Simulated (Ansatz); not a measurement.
# SnSe₂: levels and charges under dearer methods

A database entry relaxed whole under r2SCAN at zero pressure (P-3m1, No. 164):

```
Sn Se
1.0
     3.84046    0.00000    0.00000
    -1.92023    3.32594    0.00000
     0.00000    0.00000    6.52446
Sn Se
1 2
Direct
  0.00000 0.00000 0.00000
  0.33333 0.66667 0.24123
  0.66667 0.33333 0.75877
```

Its volume is 27.78 Å³ an atom, +8.0 % against the entry's 25.73, a cell as deposited in COD (1992).

Single points on this cell with plane-wave PAW DFT (Ansatz 0.2.0; r2SCAN 500 eV, hybrids 420 eV; fermi-dirac occupations of width 0.020 eV; no moments): r2SCAN on a 12×12×4 Γ-centred mesh; r2SCAN with spin-orbit coupling on a 6×6×4 Γ-centred mesh; HSE06 on a 6×6×4 Γ-centred mesh; PBE0 on a 6×6×4 Γ-centred mesh.

Task: How do gap, pressure and charges move from level to level?

Result: The runs give:

```tsv
level	gap (eV), or kind	pressure (GPa)	Bader charge of Sn (e)	Bader charge of Se (e)
r2SCAN	1.03	0.0	+1.38	-0.69
r2SCAN with spin-orbit coupling	1.00	0.1	+1.37	-0.69
HSE06	1.39	-0.7	+1.41	-0.70
PBE0	2.05	-0.9	+1.41	-0.71
```

Under r2SCAN the gap is 1.03 eV, over mesh and band path. HSE06 moves it by +0.36 eV and PBE0 by +1.02 eV; PBE0 keeps its exact exchange at long range, which widens the gap over HSE06's by 0.65 eV on their common mesh. Spin-orbit coupling moves the r2SCAN gap by -0.03 eV.

Caveats: the relaxation kept the start's symmetry; HSE06 is read on its mesh and at the zone's corners, PBE0 on its mesh alone; hybrid pressures are good to a few tenths of a GPa; no dispersion correction, so weakly bound layers or chains stand too far apart and gaps read wide; pressure is positive in compression.
